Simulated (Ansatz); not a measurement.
MgTiNO:
```yaml
crystal:
  lattice:
    - [2.98300, 0.00000, 0.00000]
    - [0.00000, 2.98300, 0.00000]
    - [0.00000, 0.00000, 4.36432]
  atoms:
    - { symbol: Ti, position: [0.00000, 0.00000, 0.00000] }
    - { symbol: N, position: [0.50000, 0.50000, 0.00000] }
    - { symbol: Mg, position: [0.50000, 0.50000, 0.50000] }
    - { symbol: O, position: [0.00000, 0.00000, 0.50000] }
```

Relaxed with PBE. Special points in fractions of this cell's reciprocal vectors: Γ (0.000, 0.000, 0.000); X (0.000, 0.500, 0.000); M (0.500, 0.500, 0.000); Z (0.000, 0.000, 0.500); R (0.000, 0.500, 0.500); A (0.500, 0.500, 0.500).

Task: List the band energies nearest the Fermi level at these points for PBE (plane waves, PAW; program Ansatz).

Result: In eV from the Fermi level; about four levels below and three above (degenerate sets whole), none deeper than 8.9 eV; points with the same levels are listed once.

| k | below | above |
|---|---|---|
| Γ | -3.19 -2.18 -2.18 -2.12 | 0.49 0.49 0.68 |
| X | -5.80 -5.67 -5.05 -4.93 | 0.81 1.29 1.76 |
| M | -3.82 -3.82 -3.69 -1.45 -1.45 | 1.43 2.32 3.13 |
| Z | -5.23 -5.23 -2.35 -2.35 -2.01 | 1.05 1.14 1.14 |
| R | -6.14 -5.13 -5.05 -3.86 | 1.33 1.86 1.91 |
| A | -6.57 -4.56 -4.56 -4.23 | 0.02 0.02 2.32 |

Space group P4/mmm. The start of the workflow was typed in or built on a structure type; neither database checked (COD, Materials Project) lists it. Whether it is the stable phase at ambient conditions was not checked. The PBE relaxation kept the symmetry of its start; its stability against distortions is not shown here. The workflow began spin-polarised and lost its moments. The compound may be a true metal, but semilocal functionals without U, or a wrong spin order, can also close a gap.

Potentials: the later of the program's two PAW sets.
